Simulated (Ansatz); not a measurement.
Is this Sc2SnS structure stable?

It was reached by relaxing an invented guess, and it needn't be the stable form of this composition.

Computed with Ansatz, DFT PBE, scalar-relativistic, plane waves, PAW. Settings of the last relaxation (4-atom cell): 420 eV, 18×18×6 k points, Gaussian smearing of 0.10 eV, no spin polarisation.

```cif
data_structure
_symmetry_space_group_name_H-M 'P-6m2'
_symmetry_Int_Tables_number 187
_cell_length_a 3.5486
_cell_length_b 3.5486
_cell_length_c 7.7115
_cell_angle_alpha 90.000
_cell_angle_beta 90.000
_cell_angle_gamma 120.000
_cell_volume 84.10
loop_
_atom_site_label
_atom_site_type_symbol
_atom_site_symmetry_multiplicity
_atom_site_Wyckoff_symbol
_atom_site_fract_x
_atom_site_fract_y
_atom_site_fract_z
_atom_site_occupancy
Sc1 Sc 2 i 0.66667 0.33333 0.29106 1
Sn1 Sn 1 a 0.00000 0.00000 0.00000 1
S1 S 1 d 0.33333 0.66667 0.50000 1
```

The zero of energy is the elements' standard structures at the same level; no fitted shifts are applied. The references include grey tin.

**Question.** These tests were run: energy against the elements; phonons on a 2×2×1 q mesh. What do they show?

**Answer.**

```json
{"test": "energy against the elements", "result": "−1.20 eV/atom"}
{"test": "phonons on a 2×2×1 q mesh", "result": "no imaginary mode on the mesh"}
```

It fails none of these tests. Whether a mixture of other phases lies lower isn't tested here.

The reference form of S is held partly by dispersion forces, which this level lacks. The run for the phonons used an 18×18×6 k mesh and Fermi–Dirac smearing of 0.15 eV.
